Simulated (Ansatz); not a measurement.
# Phonon dispersion of SnGe$_{3}$O$_{8}$

The calculation used DFT PBE, scalar-relativistic, plane waves, PAW (Ansatz). Plane waves to 420 eV; Γ-centred k mesh 6×6×6; fixed occupations. No spin polarisation. Phonons by linear response, acoustic sum rule imposed.

The cell, relaxed at this level:
```xyz
12
Lattice="-2.9926 3.2148 3.2649 2.9926 -3.2148 3.2649 2.9926 3.2148 -3.2649" Properties=species:S:1:pos:R:3 pbc="T T T"
Sn    2.9926    0.0000    0.0000
Ge    0.0000    0.0000    0.0000
Ge    1.5118    0.0000    3.2649
Ge    1.4808    3.2148    0.0000
O     0.0000    0.0000    4.4934
O     0.0000    3.2148    1.2079
O     1.5940    1.9378    3.2649
O    -1.5940    1.9378    3.2649
O     0.0000    0.0000    2.0363
O     2.9926    0.0000    2.0570
O     4.5865    1.2770    0.0000
O     1.3986    1.2770    0.0000
```

The cell was found from a structure generator's guess, not taken from experiment. Spin–orbit coupling is left out, which matters for heavy elements. The q mesh is coarse, so values between its points are rough.

Force constants from linear response on a 2×2×2 q mesh.

Task: Is the structure dynamically stable on the q mesh?

Result: Yes, on this mesh: no mode is imaginary.

Task: Give the frequencies (cm⁻¹) at the zone-boundary points of high symmetry (interpolated where a point lies off the q mesh).

Result:
```csv
point,q,frequencies
X,0.500 0.500 -0.500,94 102 134 134 157 161 175 220 249 258 270 276 288 294 307 311 329 350 355 367 439 481 484 494 538 543 560 573 600 610 642 650 666 705 747 780
F2,0.460 0.540 -0.460,95 102 132 139 160 162 178 222 248 257 269 275 282 297 306 311 332 344 355 365 441 482 486 495 538 543 561 572 600 610 641 650 666 706 747 781
SIGMA0,-0.460 0.460 0.460,95 102 132 139 160 162 178 222 248 257 269 275 282 297 306 311 332 344 355 365 441 482 486 495 538 543 561 572 600 610 641 650 666 706 747 781
Y0,0.492 -0.492 0.492,95 102 134 134 157 161 175 220 249 258 270 276 288 294 307 311 329 350 355 367 439 481 484 494 538 543 560 573 600 610 642 650 666 705 747 780
U0,0.508 0.492 -0.492,95 102 134 134 157 161 175 220 249 258 270 276 288 294 307 311 329 350 355 367 439 481 484 494 538 543 560 573 600 610 642 650 666 705 747 780
R,0.000 0.500 0.000,107 121 134 158 178 194 205 227 238 248 267 274 281 282 284 289 300 313 351 360 412 481 497 527 535 538 555 568 584 624 632 646 701 707 734 788
W,0.250 0.250 0.250,119 147 159 166 172 177 198 199 230 246 257 259 282 283 298 316 330 334 336 348 422 450 458 495 516 539 554 589 634 636 638 655 685 720 733 781
S,0.500 0.000 0.000,125 127 137 138 169 175 178 187 209 218 254 262 266 290 300 300 361 373 379 387 425 431 450 462 538 545 552 576 609 633 638 646 680 705 755 790
T,0.000 0.000 0.500,98 107 141 163 166 189 197 212 212 261 262 271 275 280 282 313 328 329 341 346 446 459 468 498 528 537 574 591 602 604 640 671 685 724 728 782
```
